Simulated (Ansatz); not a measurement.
This is a single-point calculation with the PAW code Ansatz on Ga4Sb3As, ordered on the wurtzite lattice (P3m1) with 8 atoms a cell; the level of theory is HSE06. Cell and atoms come from a relaxation with r2SCAN.

```yaml
crystal:
  lattice:
    - [4.2488311712, 0.0, 0.0]
    - [-2.1244155856, 3.6795957307, 0.0]
    - [0.0, 0.0, 13.9869289152]
  atoms:
    - { symbol: As, position: [0.6666666667, 0.3333333333, -0.0001440146] }
    - { symbol: Sb, position: [0.6666666667, 0.3333333333, 0.4995880809] }
    - { symbol: Sb, position: [0.3333333333, 0.6666666667, 0.755924969] }
    - { symbol: Sb, position: [0.3333333333, 0.6666666667, 0.2431665283] }
    - { symbol: Ga, position: [0.6666666667, 0.3333333333, 0.8232449165] }
    - { symbol: Ga, position: [0.6666666667, 0.3333333333, 0.3096943682] }
    - { symbol: Ga, position: [0.3333333333, 0.6666666667, 0.5664492432] }
    - { symbol: Ga, position: [0.3333333333, 0.6666666667, 0.0520759084] }
kpoints:
  mp_grid: { grid: [6, 6, 2] }
  band_path:
    path:
      - [0.0, 0.0, 0.0]
      - [0.5, 0.0, 0.0]
      - [0.3333333333, 0.3333333333, 0.0]
      - [0.0, 0.0, 0.5]
      - [0.5, 0.0, 0.5]
      - [0.3333333333, 0.3333333333, 0.5]
    npoints: 1
hamiltonian:
  xc: hse06
scf:
  occupations: { method: fermi_dirac, width: 0.02 }
  n_extra_bands: 6
output:
  forces: true
  stress: true
  eigenvalues: true
```

Some lines of the output have been replaced by numbered gaps.
```
Pseudopotential: As, paw, valence charge 15, recommended cutoff 420 eV (normal)
Pseudopotential: Sb, paw, valence charge 15, recommended cutoff 420 eV (normal)
Pseudopotential: Ga, paw, valence charge 13, recommended cutoff 420 eV (normal)
Functional definition: HSE06
Crystal: 8 atoms, lattice volume = 218.671 Å³
Basis set: ecut = 420 eV, 4253 PW (Γ)
Bands: 62, of which v1, the nominal top of the filled ones, is band 56 counted from 1 (55 counted from 0)
Symmetry: 6 space group operations
Space group: P3m1 (ITA 156)
k-points: 14 of 72 (time reversal used)
Exchange kernel: α = 0.2500, screened, ω = 0.2079 Å⁻¹, Wigner–Seitz truncation, v(0) = 1046.8687 eV·Å³, q-mesh 6×6×2
hybrid outer 1: dexx = +4.750e-2 eV, tail = 2.76e-4 eV
hybrid outer 2: dexx = +6.130e-6 eV, tail = 1.12e-7 eV, Δε = 5.59e-3 eV, ΔF = 1.02e-2 eV/Å
hybrid outer 3: dexx = +5.616e-9 eV, tail = 1.34e-9 eV, Δε = 9.01e-5 eV, ΔF = 1.63e-4 eV/Å
NSCF: frozen V_eff on 6 k-points
Free energy (F): -39459.291546 eV
Internal energy: -39459.290768 eV  (E = F + TS)
E sigma→0 (E₀):  -39459.291157 eV
Entropy (-TS):   -0.000779 eV (-0.097 meV/atom)
[1]
--- Per-component energies (eV) ---
  E_band       = -1371.969150
  E_kinetic    = 1182.200764
  E_local      = -15848.194839
  E_nonlocal   = 2120.944927
  E_hartree    = 7484.463277
  E_xc         = -617.787214
  E_vxc        = -480.182921
  E_exx        = -375.209469
  E_paw        = -23321.073759
  E_vpaw       = -2565.242843
  E_ewald      = -10084.398700
  E_core_change = -0.235328
  E_smearing   = -0.000779
--- Forces (eV/Å), atoms counted from 1 ---
[2]
--- Stress (GPa, compression-positive) ---
        0.223390       0.000000       0.000000
        0.000000       0.223390       0.000000
        0.000000       0.000000       0.210645
  P = ⅓ Tr σ = 0.2191 GPa (2.191 kbar)
--- Band table (eV; the first three rows and the last of 14) ---
[3]
```

The rows of the band table are 0: (0, 0, 0) = Γ, 1: (0, 0, -1/2) = A, 2: (0, 1/6, 0), 13: (1/3, 1/3, -1/2) = H.

Problem. Give the withheld lines. They hold the Fermi energy and the band table, the forces.

Solution.
```
[1]
Fermi energy:    7.604494 eV
[2]
  atom   1  As      0.00000      0.00000    -0.00476
  atom   2  Sb      0.00000      0.00000      0.01414
  atom   3  Sb      0.00000      0.00000      0.01722
  atom   4  Sb      0.00000      0.00000      0.00047
  atom   5  Ga      0.00000      0.00000    -0.04340
  atom   6  Ga      0.00000      0.00000    -0.00407
  atom   7  Ga      0.00000      0.00000    -0.02368
  atom   8  Ga      0.00000      0.00000      0.04409
[3]
  k-point 0: bands = […, 6.6266, 6.9324, 6.9324, 7.1994, 7.4561, 7.6044, 7.6044, 8.7136, 9.1337, 9.4004, …]
  k-point 1: bands = […, 6.5019, 6.5019, 7.1812, 7.1812, 7.4557, 7.4557, 7.8120, 8.8676, 9.4736, 9.8647, …]
  k-point 2: bands = […, 5.3667, 5.4567, 6.1356, 6.4300, 6.7988, 7.1613, 8.9001, 9.6934, 10.0640, 10.1732, …]
  k-point 13: bands = […, 4.1154, 4.2248, 4.6519, 4.8762, 4.9039, 5.0155, 10.4308, 10.6505, 10.6808, 10.7843, …]
```
Only the leading digits can be foreseen; the rest is this run's record.

HSE06 gives a gap of zero: filled and empty bands touch at Γ. (A hybrid can keep a metallic filling that it started from; no other start was tried.) The mean stress, +0.2 GPa, is small, and the program warns that its thresholds are loose for a hybrid's stress. The largest force is 0.04 eV/Å.

Command: `ansatz run input.yaml --threads 4 --pin off --max-ram 6451MiB --backend cpu --events-out ev --progress --plain --runs-dir out`. It took 6 min on 4 threads of Arm Neoverse V1, on a shared host; peak host memory 5.6 GiB.

Values at 0 K without nuclear motion; spin polarisation is off, and the phase may be a hypothetical one.

Spin-orbit coupling is left out, which matters wherever the heavy atoms make up the band edges.

The meshes of the hybrids are coarse, so their gaps aren't converged to the digits shown.
